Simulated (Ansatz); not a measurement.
BeSe:
```
CELL_PARAMETERS angstrom
      3.61521     0.00000     0.00000
     -1.80761     3.13087     0.00000
      0.00000     0.00000     5.96412
ATOMIC_POSITIONS crystal
  Be 0.33333 0.66667 0.99936
  Se 0.66667 0.33333 0.12564
  Be 0.66667 0.33333 0.49936
  Se 0.33333 0.66667 0.62564
```

Relaxed with PBEsol. Special points in fractions of this cell's reciprocal vectors: Γ (0.000, 0.000, 0.000); M (0.500, 0.000, 0.000); K (0.333, 0.333, 0.000); A (0.000, 0.000, 0.500); L (0.500, 0.000, 0.500); H (0.333, 0.333, 0.500).

Problem. List the band energies nearest the valence-band maximum at these points for the program Ansatz at the PBEsol with spin–orbit coupling level (PAW).

Solution. In eV from the valence-band maximum; about four levels below and three above (degenerate sets whole), none deeper than 8.9 eV; points with the same levels are listed once.

```json
[
 {"k": "Γ", "below": "-0.11 -0.11 0.00 0.00", "above": "3.83 3.83 4.06 4.06"},
 {"k": "M", "below": "-2.57 -2.57 -1.32 -1.32", "above": "3.10 3.10 4.52 4.52"},
 {"k": "K", "below": "-3.23 -3.18 -3.10 -3.10", "above": "2.94 2.94 7.57"},
 {"k": "A", "below": "-0.69 -0.69 -0.69 -0.69", "above": "4.22 4.22 4.22 4.22"},
 {"k": "L", "below": "-2.14 -2.14 -2.14 -2.14", "above": "3.17 3.17 3.17 3.17"},
 {"k": "H", "below": "-1.88 -1.88 -1.82 -1.82", "above": "4.35 4.35 4.35 4.35"}
]
```

Space group P6_3mc (wurtzite). The start of the workflow was typed in or built on a structure type; neither database checked (COD, Materials Project) lists it. COD files the formula under space group No. 216. Whether it is the stable phase at ambient conditions was not checked. The cell was relaxed with PBEsol under the symmetry of its start; its stability against distortions is not shown here.

Potentials: the later of the program's two PAW sets.
